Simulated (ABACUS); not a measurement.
Set-up for a self-consistent single point of Y2H2C (P-3m1, 10 atoms in the cell; from Materials Project mp-644278, changed as shown).

```xyz
10
Lattice="3.6749 0.0000 0.0000 0.0000 6.3650 0.0000 0.0000 0.0000 6.0123" Properties=species:S:1:pos:R:3 pbc="T T T"
Y      1.8374     1.0608     4.6614
Y      0.0000     2.1217     1.3509
Y      0.0000     4.2434     4.6614
Y      1.8374     5.3042     1.3509
H      1.8374     1.0608     2.3465
H      0.0000     2.1217     3.6658
H      0.0000     4.2434     2.3465
H      1.8374     5.3042     3.6658
C      0.0000     0.0000     0.0000
C      1.8374     3.1825     0.0000
```

Method: LDA (PW92), PseudoDojo 0.4 standard norm-conserving LDA (tails mended) pseudopotentials (plane waves; ABACUS).

ABACUS settings:

```
setting                                                               value
---------------  ----------------------------------------------------------
KPT                                                       Gamma 5 3 4 0 0 0
basis_type                                                               pw
dft_functional                                                        PWLDA
ecutwfc                                                               82 Ry
smearing_method                                                          fd
smearing_sigma                                                0.00734986 Ry
potentials       PseudoDojo 0.4 standard norm-conserving LDA (tails mended)
symmetry                                                                  1
symmetry_prec                                                         1e-05
ks_solver                                                      dav_subspace
scf_nmax                                                                100
scf_thr                                                          1.0e-09 Ry
mixing_type                                                           pulay
mixing_beta                                                             0.7
```

Results:

- Number of valence electrons = 56
- Number of bands = 38
- Number of k-points after the program's reduction = 21
- Number of plane waves (most at a k-point) = 11933
- Number of SCF iterations = 12
- FFT grid = 45 × 72 × 72
- Free energy E − TS = -4843.9372 eV
- Pressure = -5.98 GPa
- Largest force (vector length) = 0.118 eV/Å

Forces (eV/Å):
```tsv
atom	Fx	Fy	Fz
Y1	0.000	-0.002	0.118
Y2	0.000	0.002	-0.118
Y3	0.000	-0.002	0.118
Y4	0.000	0.002	-0.118
H5	0.000	0.001	-0.043
H6	0.000	-0.001	0.043
H7	0.000	0.001	-0.043
H8	0.000	-0.001	0.043
C9	0.000	0.000	0.000
C10	0.000	0.000	0.000
```

Stress (GPa, positive for compression):
```
-6.15   0.00   0.00
 0.00  -6.19   0.01
 0.00   0.01  -5.61
```

For comparison: a first run was changed to give this one (lattice scaled by 0.98), and from it to this one the free energy goes down by 46.9 meV/atom, the pressure goes from -10.91 to -5.98 GPa and the largest force goes from 0.441 to 0.118 eV/Å.

The structure comes from a collection of computed structures, made at another level of theory; the collection holds predicted forms beside known ones. Its lattice was then scaled. No clean gap shows at this smearing width and mesh (spacing up to 0.34 Å⁻¹); the mesh is coarse for partly filled bands, so the values carry mesh errors.

Cost on one core: around 110 core-seconds (rough).

“Tails mended”: in these copies of the files the far tail of each local potential was reset to the Coulomb form.
